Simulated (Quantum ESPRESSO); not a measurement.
## Kohn-Sham bands of NaCl (rock salt)

```xyz
2
Lattice="0.0000 2.7941 2.7941 2.7941 0.0000 2.7941 2.7941 2.7941 0.0000" Properties=species:S:1:pos:R:3 pbc="T T T"
Na     0.0000     0.0000     0.0000
Cl     2.7941     2.7941     2.7941
```

Structure: Materials Project mp-22862, symmetrised, not relaxed again. COD (Crystallography Open Database) has an entry of this formula and space group (matched by these alone). Level: PBE, no spin polarisation, no spin-orbit coupling; pw.x of Quantum ESPRESSO at 71 Ry with PseudoDojo potentials, 10×10×10 k-points, Wannier90. Density: 10×10×10 mesh, cold smearing 0.01 Ry.

Q: List the Kohn-Sham levels between −8 and 8.2 eV relative to the valence-band maximum at the high-symmetry points, as a band run of pw.x on that density gives them (levels within 2 meV counted together).

A: 
| point | k (reciprocal lattice) | levels (eV) |
|---|---|---|
| Γ | 0.000 0.000 0.000 | 0.00 (×3), 5.22 |
| X | 0.500 0.000 0.500 | -1.73, -0.62 (×2), 7.60, 8.04 |
| U | 0.625 0.250 0.625 | -1.47, -1.16, -0.52 |
| K | 0.375 0.375 0.750 | -1.47, -1.16, -0.52 |
| L | 0.500 0.500 0.500 | -2.00, -0.28 (×2), 7.31 |
| W | 0.500 0.250 0.750 | -1.24 (×2), -0.79 |
